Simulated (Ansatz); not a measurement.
Relaxation of a generated cell, AlNi built in the CsCl structure type; 2 atoms in the cell, which starts as Pm-3m (No. 221), cP2; a = 2.9550 Å, b = 2.9550 Å, c = 2.9550 Å, α = 90.00°, β = 90.00°, γ = 90.00°. Method: PBE (plane waves to 420 eV, PAW, scalar-relativistic; Ansatz, a quantum-chemistry and plane-wave program). Γ-centred k-mesh 11×11×11 on the run's cell (coarser than for final values), Fermi–Dirac smearing 0.05 eV. This is the first round of the run. Spin-polarised start, with parallel moments on Ni.

The optimiser's lines from the output (shortened; P is positive under compression):

```
relax step   1: F+E_penalty+E_count = -6378.49352540 eV  Δ(F+E_penalty+E_count) = +0.000e0 eV  max|allowed force component| = 9.147e-29 eV/Å  Δτ_max = 0.0000 Å  P = -8.695 GPa  Ω = 25.803 Å³  (13 SCF iters, dr2 threshold 1.00e-7 eV, accepted)
relax step   2: F+E_penalty+E_count = -6378.53486765 eV  Δ(F+E_penalty+E_count) = -4.134e-2 eV  max|allowed force component| = 2.521e-29 eV/Å  Δτ_max = 0.0000 Å  P = -2.823 GPa  Ω = 24.687 Å³  (9 SCF iters, dr2 threshold 2.00e-7 eV, accepted)
relax step   3: F+E_penalty+E_count = -6378.53904461 eV  Δ(F+E_penalty+E_count) = -4.177e-3 eV  max|allowed force component| = 3.366e-29 eV/Å  Δτ_max = 0.0000 Å  P = +0.333 GPa  Ω = 24.184 Å³  (9 SCF iters, dr2 threshold 2.00e-7 eV, accepted)
relax step   4: F+E_penalty+E_count = -6378.53907855 eV  Δ(F+E_penalty+E_count) = -3.394e-5 eV  max|allowed force component| = 6.383e-29 eV/Å  Δτ_max = 0.0000 Å  P = -0.011 GPa  Ω = 24.236 Å³  (7 SCF iters, dr2 threshold 2.00e-7 eV, accepted)
relax step   5: F+E_penalty+E_count = -6378.53852450 eV  Δ(F+E_penalty+E_count) = +5.541e-4 eV  max|allowed force component| = 2.123e-29 eV/Å  Δτ_max = 0.0000 Å  P = -0.003 GPa  Ω = 24.236 Å³  stress off target by 3.40e-3 GPa  SCF on the basis re-selected at this cell (its energy is not comparable with the rows above)  (10 SCF iters)
```

From the first to the last row the energy changes by -0.02 eV/atom and the volume by -6.1 %. The last row is marked as not comparable with the walk above it, whose basis was carried along; it does compare with step 1, since both stand on a basis selected at the nominal cutoff for their own cell.

Later rounds, restarted from the end of this one on a renewed k-mesh, logged 4 more steps and released under 0.01 eV/atom more. The final structure after all rounds: Pm-3m (No. 221), cP2, CsCl type; a = b = c = 2.8927 Å, α = β = γ = 90.00°. Between re-selections the logged energies stand on a plane-wave basis carried along with the cell. No spin polarisation in the result: the starting moments vanished. A magnetic state may lie lower.

The run could not lose the symmetry of its start; a randomly shaken copy of 2 atoms returns to this structure.

All atoms sit on sites fixed by symmetry, so only the cell could relax.
